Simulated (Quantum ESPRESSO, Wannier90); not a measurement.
Wannier functions of InAs (wurtzite)

```
InAs
1.0
    4.31140     0.00000     0.00000
   -2.15570     3.73378     0.00000
    0.00000     0.00000     7.08879
In As
2 2
Cartesian
 -2.15570   1.24459  -3.54021
  2.15570  -1.24459   0.00418
 -2.15570   1.24459  -0.88674
  2.15570  -1.24459   2.65766
```

Structure: Materials Project mp-1007652, symmetrised, not relaxed again. Not found in the COD (Crystallography Open Database) copy used, which has the formula in other groups; not checked further. Method: LDA plane waves in Quantum ESPRESSO 7.5 (PseudoDojo norm-conserving files, 64 Ry, no spin polarisation, no spin-orbit coupling), Bloch states on a 6×6×4 mesh through Γ, Wannier90 4.0.1. Density: 12×12×6 mesh, cold smearing 0.01 Ry. Spin-orbit coupling is left out although heavy elements are present.

Base run: 16 functions from bands 21-46 of the 46 computed, start hydrogen-like In: s;p; As: s;p, frozen window up to 1.50 eV relative to the Fermi level, outer window open. Rows change the key named; with other orbitals the number of functions and the frozen window follow, as listed; window edges are relative to the Fermi level. The misfit compares interpolated bands with pw.x on a high-symmetry path, for states up to 1.0 eV relative to the Fermi level. Converged means that the tolerances were met: symmetric starts can stop on a saddle, which shows as a larger Ω_OD at equal Ω_I and can move the misfit too.

```tsv
setting	functions	frozen to (eV)	Ω_I (Å²)	Ω_D (Å²)	Ω_OD (Å²)	rms misfit (meV)	worst (meV)	ended
base	16	1.50	26.14	0.04	3.69	3.6	34	converged
```

Starting from this base row, predict which settings stop with an error, and how Ω_I and the misfit move in the others: only the lowest 18 of the kept bands; only the lowest 21 of the kept bands; only the lowest 23 of the kept bands; dis_mix_ratio = 0.2.


```json
[
 {"setting": "only the lowest 18 of the kept bands", "functions": "16", "frozen to (eV)": "1.50", "Ω_I (Å²)": "37.86", "Ω_D (Å²)": "0.22", "Ω_OD (Å²)": "6.58", "rms misfit (meV)": "4.5", "worst (meV)": "28", "ended": "converged"},
 {"setting": "only the lowest 21 of the kept bands", "functions": "16", "frozen to (eV)": "1.50", "Ω_I (Å²)": "31.26", "Ω_D (Å²)": "0.09", "Ω_OD (Å²)": "4.33", "rms misfit (meV)": "3.1", "worst (meV)": "14", "ended": "converged"},
 {"setting": "only the lowest 23 of the kept bands", "functions": "16", "frozen to (eV)": "1.50", "Ω_I (Å²)": "28.82", "Ω_D (Å²)": "0.07", "Ω_OD (Å²)": "3.94", "rms misfit (meV)": "3.5", "worst (meV)": "26", "ended": "converged"},
 {"setting": "dis_mix_ratio = 0.2", "functions": "16", "frozen to (eV)": "1.50", "Ω_I (Å²)": "26.14", "Ω_D (Å²)": "0.04", "Ω_OD (Å²)": "3.69", "rms misfit (meV)": "3.6", "worst (meV)": "34", "ended": "converged"}
]
```
